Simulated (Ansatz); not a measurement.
# Hf (hcp, Mg type), energy against volume

Hf (hcp, Mg type), conventional cell a = b = 3.2041 Å, c = 5.0689 Å, α = β = 90.00°, γ = 120.00°. The calculation uses the primitive cell of 2 atoms, to which meshes and values per cell refer.

This relaxed cell (volume V₀) is scaled evenly in all directions, its shape held. Symmetry pins the atoms to their sites.

All values below come from PBE (plane waves to 420 eV, PAW, scalar-relativistic; Ansatz, a first-principles code). k mesh 17×17×9 (Γ-centred), Fermi-Dirac smearing 0.05 eV. The energy includes the smearing's −TS. Compression counts positive. With the shape held, the modulus is that of even scaling; a crystal free to change shape is softer. Hf is run without spin polarisation. Hf was relaxed with its symmetry unable to fall. Spin-orbit coupling is left out, though Hf is heavy. The PAW data are Ansatz's earlier set. The zero of ΔE is the relaxed starting cell.

```tsv
V/V₀	ΔE (kJ/mol of atoms)	P (GPa)
0.900	8.5	13.5
0.925	4.6	9.5
0.950	2.0	6.0
0.975	0.5	2.8
1.000	0.0	0.0
1.025	0.4	-2.5
1.050	1.7	-4.8
1.075	3.7	-6.8
1.100	6.3	-8.7
```

Summary:

```
Quantity                                                                      Result
---------------------------------------------------------------------  -------------
Pressure at the smallest volume                                             13.5 GPa
Energy cost of the largest compression                                   88 meV/atom
Energy cost of the largest expansion                                     65 meV/atom
Bulk modulus at fixed cell shape B₀ (third-order Birch-Murnaghan fit)        107 GPa
Pressure derivative B₀′ (fit)                                                    3.4
Equilibrium volume of the fit                                          22.53 Å³/atom
Pressure for 5 % compression (fit)                                           6.0 GPa
```

(Under strain, the slope of the energy per volume gives the stress and its curvature an elastic modulus.)
